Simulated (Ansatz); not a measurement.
A relaxation computed with Ansatz, from input to last step.

```yaml
crystal:
  lattice:
    - [2.7298984958, 0.0, 0.0]
    - [-1.3649492479, 2.3641614471, 0.0]
    - [0.0, 0.0, 2.7411610938]
  atoms:
    - { symbol: Ti, position: [0.6666666667, 0.3333333333, 0.0] }
    - { symbol: O, position: [0.0, 0.0, 0.5] }
basis:
  ecutwfc: 420
kpoints:
  mp_grid: { grid: [18, 18, 16] }
hamiltonian:
  xc: pbesol
scf:
  occupations: { method: gaussian, width: 0.1 }
output:
  forces: true
  stress: true
  eigenvalues: true
relax:
  adjacent_minimum: "off"
  f_tol: 0.01
  max_steps: 30
  cell: { stress_tol: 0.1, fix: [volume] }
```

```bash
ansatz run input.yaml --threads 1 --pin off --max-ram 2560MiB --backend cpu --events-out ev --progress --plain --runs-dir out
```

Level of theory: Ansatz 0.2.0, DFT PBEsol, scalar-relativistic, plane waves, PAW.

The volume is held at 0.94 times that of the relaxed cell.

Of 3 frames 3 are shown, positions in Å and forces in eV/Å; the SCF threshold varies from step to step. Steps run on the plane waves of an earlier cell, with a Pulay correction in the pressure. The basis is chosen afresh for the last frame, the zero of the energies, and at times for earlier ones too; energy and pressure step there, also at an unchanged geometry.

```xyz
2
Lattice="2.7299 0.0000 0.0000 -1.3649 2.3642 0.0000 0.0000 0.0000 2.7412" Properties=species:S:1:pos:R:3:forces:R:3 pbc="T T T" step=1 free_energy_over_end_meV_per_atom=0.07 pressure_GPa=18.21
Ti    1.3649    0.7881    0.0000    0.0000    0.0000    0.0000
O     0.0000    0.0000    1.3706    0.0000    0.0000    0.0000
2
Lattice="2.7273 0.0000 0.0000 -1.3636 2.3619 0.0000 0.0000 0.0000 2.7464" Properties=species:S:1:pos:R:3:forces:R:3 pbc="T T T" step=2 free_energy_over_end_meV_per_atom=0.00 pressure_GPa=18.13
Ti    1.3636    0.7873    0.0000    0.0000    0.0000    0.0000
O     0.0000    0.0000    1.3732    0.0000    0.0000    0.0000
2
Lattice="2.7273 0.0000 0.0000 -1.3636 2.3619 0.0000 0.0000 0.0000 2.7464" Properties=species:S:1:pos:R:3:forces:R:3 pbc="T T T" step=3 free_energy_over_end_meV_per_atom=0.00 pressure_GPa=18.13
Ti    1.3636    0.7873    0.0000    0.0000    0.0000    0.0000
O     0.0000    0.0000    1.3732    0.0000    0.0000    0.0000
```

The run took 13 s on 1 thread of Intel(R) Xeon(R) 6975P-C (Granite Rapids) (shared host), peak memory 0.44 GiB.

Spin polarisation was left out, and a magnetic state may lie lower.